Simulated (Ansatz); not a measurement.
# CuI: excitons and shallow donors from band masses and screening

The calculation used Ansatz 0.2.0, DFT r2SCAN, scalar-relativistic, plane waves, PAW.

Cutoff 500 eV; k points 8×8×8 on the computed 2-atom cell (Γ-centred); Gaussian smearing, width 0.02 eV; no spin polarisation.

Relaxed cell: F-43m, a = 6.023 Å, b = 6.023 Å, c = 6.023 Å, α = 90.00°, β = 90.00°, γ = 90.00°, 2 atoms in the primitive cell.

The calculation gives a Kohn–Sham gap of 1.67 eV, an electron mass of 0.182 mₑ and a hole mass of 0.48 mₑ (harmonic means over x, y, z and over the bands degenerate at each edge), and ε∞ = 5.95 (independent particles, mean of the diagonal).

**Question.** Estimate the binding energy and radius of a Wannier–Mott exciton and of a shallow donor, and say whether the hydrogenic model can hold.

**Answer.** The reduced mass is μ = mₙmₕ/(mₙ + mₕ) = 0.132 mₑ, with mₙ and mₕ the band masses. With E_b = 13.606 eV × μ/ε² and a = 0.529 Å × ε/μ (μ in mₑ) the exciton has E_b = 51 meV and a = 24 Å. For a donor μ is the electron mass: 70 meV and 17.3 Å. The exciton's radius is 6 times the shortest lattice vector (4.26 Å), so the continuum picture is reasonable. In a polar crystal the ions screen too, so a state bound more weakly than an optical phonon feels the larger static constant, which lowers the energy and widens the orbit. The other way, the small Kohn–Sham gap and the missing local fields make ε∞ too large and the masses tend to be too light, which underbinds.

Spin-orbit coupling is left out, which matters for the bands of heavy elements.